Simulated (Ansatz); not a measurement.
In r²SCAN+D4 in the plane-wave PAW code Ansatz, BC₃ in the orthorhombic phase (Cmcm; Pearson symbol oS32) relaxes to a = 5.145 Å, b = 8.916 Å, c = 6.696 Å. B on 4c has 3 nearest neighbours from 1.56 Å (trigonal planar); B on 4c has 3 nearest neighbours from 1.56 Å (trigonal planar). Against the elements it lies at 0.18 eV/atom, with no fitted shifts.

Electronic character: no gap, with almost no states at the Fermi level (zero-gap or semimetallic).

The bulk modulus is 25.3 GPa. Bader charges are B +2.06, C -0.70 to -0.67 e.

The start of the workflow was typed in or built on a structure type; neither database checked (COD, Materials Project) lists it. Whether it is the stable phase at ambient conditions was not checked. The r²SCAN+D4 relaxation kept the symmetry of its start; whether a distortion lowers the energy is not shown. Its formation energy is positive at this level, so the cell may be metastable or incomplete. The references are the lowest solids computed at this level, not always the standard phases.

Potentials: the earlier of the program's two PAW sets. The files were generated under PBE; for other functionals the program regenerates the frozen cores, and for LDA and PBEsol the local potential too.
